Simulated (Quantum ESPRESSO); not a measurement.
# Band energies of AlN

```
CELL_PARAMETERS angstrom
      3.08219     0.00000     0.00000
     -1.54110     2.66926     0.00000
      0.00000     0.00000     4.93341
ATOMIC_POSITIONS crystal
  N  0.66667 0.33333 0.88098
  N  0.33333 0.66667 0.38098
  Al 0.66667 0.33333 0.49902
  Al 0.33333 0.66667 0.99902
```

LDA (pw.x of Quantum ESPRESSO, ONCV potentials, no spin-orbit coupling); path ΓMKΓALHA,LM,KH; energies in eV from the valence-band maximum.

| k (1/Å) | point | band 4 | band 5 | band 6 | band 7 | band 8 | band 9 | band 10 | band 11 |
|---|---|---|---|---|---|---|---|---|---|
| 0.00 | Γ | -0.89 | -0.89 | -0.23 | -0.23 | 0.00 | 4.49 | 6.80 | 10.70 |
| 0.32 |  | -1.93 | -1.19 | -1.16 | -0.28 | -0.11 | 5.40 | 7.62 | 9.66 |
| 0.64 |  | -3.86 | -2.75 | -1.71 | -0.56 | -0.47 | 6.39 | 7.40 | 8.04 |
| 0.96 |  | -4.01 | -3.90 | -2.08 | -1.43 | -0.67 | 5.95 | 6.05 | 8.28 |
| 1.18 | M | -4.27 | -3.45 | -2.16 | -1.85 | -0.71 | 5.77 | 5.78 | 8.34 |
| 1.40 |  | -4.17 | -3.33 | -2.64 | -1.88 | -1.15 | 5.64 | 6.46 | 8.65 |
| 1.74 |  | -3.84 | -3.83 | -2.74 | -2.42 | -2.20 | 5.02 | 8.22 | 9.56 |
| 1.86 | K | -3.87 | -3.87 | -2.55 | -2.46 | -2.46 | 4.95 | 8.36 | 9.73 |
| 2.07 |  | -4.14 | -3.37 | -3.14 | -2.23 | -1.87 | 5.22 | 8.11 | 9.36 |
| 2.38 |  | -4.16 | -3.96 | -2.26 | -1.34 | -0.98 | 6.53 | 7.46 | 8.62 |
| 2.80 |  | -2.29 | -2.02 | -1.08 | -0.45 | -0.20 | 5.86 | 8.08 | 9.19 |
| 3.11 |  | -1.02 | -0.93 | -0.35 | -0.23 | -0.01 | 4.61 | 6.91 | 10.59 |
| 3.22 | Γ | -0.89 | -0.89 | -0.23 | -0.23 | 0.00 | 4.49 | 6.80 | 10.70 |
| 3.43 |  | -0.85 | -0.85 | -0.60 | -0.28 | -0.28 | 4.96 | 6.87 | 10.52 |
| 3.85 | A | -3.38 | -0.57 | -0.57 | -0.57 | -0.57 | 6.67 | 6.67 | 10.38 |
| 4.17 |  | -3.47 | -1.18 | -1.18 | -0.76 | -0.76 | 7.06 | 7.06 | 9.48 |
| 4.49 |  | -4.29 | -1.67 | -1.67 | -1.15 | -1.15 | 6.40 | 6.40 | 9.64 |
| 4.82 |  | -5.47 | -1.48 | -1.48 | -1.45 | -1.45 | 5.51 | 5.51 | 9.42 |
| 5.03 | L | -5.77 | -1.52 | -1.52 | -1.40 | -1.40 | 5.31 | 5.31 | 9.28 |
| 5.26 |  | -5.64 | -2.30 | -2.30 | -1.06 | -1.06 | 5.74 | 5.74 | 9.39 |
| 5.60 |  | -5.07 | -3.83 | -3.83 | -0.83 | -0.83 | 7.10 | 7.10 | 8.23 |
| 5.71 | H | -4.97 | -4.02 | -4.02 | -0.81 | -0.81 | 7.40 | 7.40 | 7.89 |
| 5.90 |  | -5.10 | -3.61 | -3.61 | -0.87 | -0.87 | 6.92 | 6.92 | 8.51 |
| 6.29 |  | -4.58 | -2.19 | -2.19 | -1.23 | -1.23 | 6.64 | 6.64 | 9.58 |
| 6.58 |  | -3.73 | -1.54 | -1.54 | -1.04 | -1.04 | 7.07 | 7.07 | 9.34 |
| 6.87 |  | -3.40 | -0.83 | -0.83 | -0.65 | -0.65 | 6.88 | 6.88 | 9.87 |
| 7.07 | A | -3.38 | -0.57 | -0.57 | -0.57 | -0.57 | 6.67 | 6.67 | 10.38 |
| 7.07 | L | -5.77 | -1.52 | -1.52 | -1.40 | -1.40 | 5.31 | 5.31 | 9.28 |
| 7.49 |  | -4.66 | -3.04 | -2.08 | -1.49 | -0.84 | 5.32 | 5.85 | 9.03 |
| 7.70 | M | -4.27 | -3.45 | -2.16 | -1.85 | -0.71 | 5.77 | 5.78 | 8.34 |
| 7.70 | K | -3.87 | -3.87 | -2.55 | -2.46 | -2.46 | 4.95 | 8.36 | 9.73 |
| 7.98 |  | -4.44 | -4.44 | -2.94 | -1.69 | -1.69 | 5.61 | 8.26 | 8.92 |
| 8.34 | H | -4.97 | -4.02 | -4.02 | -0.81 | -0.81 | 7.40 | 7.40 | 7.89 |

The LDA gap is direct, 4.49 eV at Γ.

Geometry relaxed with LDA.
